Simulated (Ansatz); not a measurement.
Input and command of a plane-wave DFT calculation in Ansatz:

```yaml
crystal:
  lattice:
    - [-1.6915100431, 2.5151650373, 1.8589441358]
    - [1.6915100431, -2.5151650373, 1.8589441358]
    - [1.6915100431, 2.5151650373, -1.8589441358]
  atoms:
    - { symbol: P, position: [0.80330911, 0.05330911, 0.75] }
    - { symbol: P, position: [0.19669089, 0.94669089, 0.25] }
basis:
  ecutwfc: 500
kpoints:
  mp_grid: { grid: [16, 16, 16] }
hamiltonian:
  xc: r2scan
scf:
  occupations: { method: gaussian, width: 0.1 }
output:
  forces: true
  stress: true
  eigenvalues: true
  write_density: true
  write_potential: true
  elf: true
  volumetric_format: npy
relax:
  adjacent_minimum: "off"
  f_tol: 0.005
  max_steps: 80
  cell: { stress_tol: 0.05 }
```

```bash
ansatz run input.yaml --threads 1 --pin off --max-ram 2560MiB --backend cpu --events-out ev --progress --plain --runs-dir out
```

Processor: Intel(R) Xeon(R) 6975P-C (Granite Rapids), 1 thread, on a host shared with other jobs.

Q: How long does it run, and how much memory does it take?

A: About 79 s on 1 thread of Intel(R) Xeon(R) 6975P-C (Granite Rapids), on a shared host, peak memory 0.7 GiB. It solves 9 bands at 621 k points (the mesh reduced by the symmetry that the task leaves, which can be less than the crystal's) with about 821 plane waves (on the last cell), in 29 SCF iterations over 7 ionic steps.
